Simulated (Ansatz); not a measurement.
Si2W:
Space group P6₂22 (No. 180); a = 4.5797 Å, b = 4.5797 Å, c = 6.6088 Å, α = 90.00°, β = 90.00°, γ = 120.00°

| atom | site | symmetry | x | y | z |
|---|---|---|---|---|---|
| Si | 6j | ..2 | 0.3271 | 0.1636 | 0.1667 |
| W | 3d | 222 | 0.5000 | 0.0000 | 0.5000 |

Relaxed with r²SCAN. 

Question: HSE06 on this cell (Ansatz, a quantum-chemistry and plane-wave program, PAW) gives a gap of 0.44 eV. What does r²SCAN give?

Answer: 0.12 eV.

Cost on shared cores: the r²SCAN run (SCF on a 7×7×4 mesh, then bands and DOS) about 3 core-minutes (a rough figure), the HSE06 run (SCF on 4×4×3, then a few points) roughly 4 core-minutes; the tasks are unlike.

Space group P6_222. The workflow started from a Materials Project entry (that database holds measured and hypothetical structures alike); the Crystallography Open Database copy checked does not list it. It is not the phase usual at ambient conditions (space group No. 139). The r²SCAN relaxation kept the symmetry of its start; phonons on a q-mesh show no instability. The run is not spin-polarised. Scalar-relativistic: spin–orbit coupling is off unless named, which matters more the heavier the elements.

Potentials: the later of the program's two PAW sets.

Ansatz is a plane-wave DFT program.
